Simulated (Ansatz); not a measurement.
A geometry of Be away from equilibrium: step 3 of the relaxation of a randomly generated symmetric cell of Be (space group No. 164). Level of theory: r2SCAN (plane waves to 500 eV, PAW, scalar-relativistic; Ansatz, a program for electronic structure). Γ-centred k-mesh 13×13×13 on the run's cell (coarser than for final values), Fermi–Dirac smearing 0.05 eV.

```xyz
2
Lattice="2.9737 0.0000 0.0000 -1.4869 2.5753 0.0000 0.0000 0.0000 2.4087" Properties=species:S:1:pos:R:3:forces:R:3 pbc="T T T" free_energy=-185.684 pressure_GPa=4.3
Be     1.4869     0.8584     0.5982    0.0000    0.0000    0.0872
Be     0.0000     1.7169     1.8105    0.0000    0.0000   -0.0872
```

Positions in Å, forces in eV/Å, free energy of the cell in eV (comparable only within this code, potentials and settings). Largest force: 0.09 eV/Å, on Be1, Be2 (atoms numbered as listed); the geometry lies 0.03 eV/atom above the end of its relaxation.

No spin polarisation in the result.

The run could not lose the symmetry of its start.
